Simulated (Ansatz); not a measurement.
AlRu:
```
AlRu
1.0
    2.95380     0.00000     0.00000
    0.00000     2.95380     0.00000
    0.00000     0.00000     2.95380
Al Ru
1 1
Direct
  0.00000   0.00000   0.00000
  0.50000   0.50000   0.50000
```

Relaxed with LDA. Special points in fractions of this cell's reciprocal vectors: Γ (0.000, 0.000, 0.000); X (0.000, 0.500, 0.000); M (0.500, 0.500, 0.000); R (0.500, 0.500, 0.500).

### Question
List the band energies nearest the Fermi level at these points for LDA (plane waves, PAW; program Ansatz).

### Answer
In eV from the Fermi level; about four levels below and three above (degenerate sets whole), none deeper than 8.9 eV; points with the same levels are listed once.

```
k                    below           above
-  -----------------------  --------------
Γ              -3.79 -3.79  0.20 0.20 0.20
X  -5.54 -2.96 -1.68 -1.68  0.48 2.41 7.45
M  -1.36 -1.36 -1.24 -1.24  1.61 5.50 6.62
R        -4.83 -4.83 -4.83  1.71 1.71 2.72
```

Space group Pm-3m (CsCl type). Symmetry was held in the LDA relaxation; of distortions, only those at the zone centre were tested. No spin polarisation was allowed. Spin–orbit coupling is left out wherever it is not named.

Potentials: the earlier of the program's two PAW sets.
